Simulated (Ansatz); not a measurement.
CuTe2I:
Space group P2₁/c (No. 14); a = 8.6370 Å, b = 5.1951 Å, c = 13.1855 Å, α = 90.00°, β = 115.38°, γ = 90.00°

```
atom  site  symmetry       x       y       z
----  ----  --------  ------  ------  ------
Cu      4e         1  0.1868  0.3556  0.2496
Te      4e         1  0.2859  0.0154  0.1510
Te      4e         1  0.5860  0.1975  0.1535
I       4e         1  0.0914  0.1067  0.3863
```

This is the r²SCAN-relaxed structure.

All from r²SCAN (plane waves, PAW; program Ansatz), unless another level is named. Estimate the band gap.

0.95 eV (indirect).

Give the formation energy from the elements (no fitted shifts).

-0.16 eV/atom.

Give the smallest direct gap on the standard path.

1.04 eV.

Next, the conduction-band minimum?

at Γ.

Space group P2_1/c. The workflow started from a Materials Project entry (that database holds measured and hypothetical structures alike); the Crystallography Open Database files this formula in space group No. 14, but the cells were not matched. Whether it is the stable phase at ambient conditions was not checked. The cell was relaxed with r²SCAN under the symmetry of its start; its stability against distortions is not shown here. The run is not spin-polarised. A crystal of weakly bound layers computed without a dispersion correction: the cell and the soft elastic constants depend strongly on that. The references are the lowest solids computed at this level, not always the standard phases. Spin–orbit coupling is left out wherever it is not named.

Potentials: the later of the program's two PAW sets.
